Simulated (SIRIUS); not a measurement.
A self-consistent single point of SiC (P6_3mc, 4 atoms in the cell; from Materials Project mp-7140, changed as shown).

```
CELL_PARAMETERS angstrom
      3.05288     0.00000     0.00000
     -1.52644     2.64387     0.00000
      0.00000     0.00000     5.01139
ATOMIC_POSITIONS crystal
  Si 0.33333 0.66667 0.49960
  Si 0.66667 0.33333 0.99960
  C  0.33333 0.66667 0.87540
  C  0.66667 0.33333 0.37540
```

Level of theory: PBE, PseudoDojo 0.5 standard norm-conserving PBE (tails mended) pseudopotentials (plane waves; SIRIUS).

SIRIUS settings:

- parameters.ngridk: 10 10 6
- parameters.xc_functionals: [XC_GGA_X_PBE, XC_GGA_C_PBE]
- parameters.gk_cutoff: 9.055 1/bohr
- parameters.pw_cutoff: 18.111 1/bohr
- parameters.smearing: gaussian
- parameters.smearing_width: 0.0001 Ha
- potentials: PseudoDojo 0.5 standard norm-conserving PBE (tails mended) pseudopotentials
- parameters.electronic_structure_method: pseudopotential
- parameters.num_bands: 12
- parameters.num_mag_dims: 0
- parameters.num_dft_iter: 100
- parameters.energy_tol: 1e-07 Ha
- parameters.density_tol: 1e-06
- mixer.type: anderson
- mixer.beta: 0.3
- mixer.use_hartree: false

**Question.** Estimate, at this level of theory: gap on the k-point mesh and pressure.

**Answer.** The run gave:

- Gap on the k-point mesh: 2.40 eV
- Pressure: 8.67 GPa

The gap is read on the k-point mesh of the run and can differ from the gap over the whole zone at this level.

For comparison: a first run was changed to give this one (volume scaled by 0.98), and from it to this one the free energy rises by 8.1 meV/atom, the pressure goes from 3.88 to 8.67 GPa, the largest force moves little (0.004 to 0.008 eV/Å) and the gap on the mesh goes from 2.434 to 2.402 eV.

The structure comes from a collection of computed structures, made at another level of theory; the collection holds predicted forms beside known ones.

Cost on one core: roughly 60 core-seconds.

“Tails mended”: in these copies of the files the far tail of each local potential was reset to the Coulomb form.
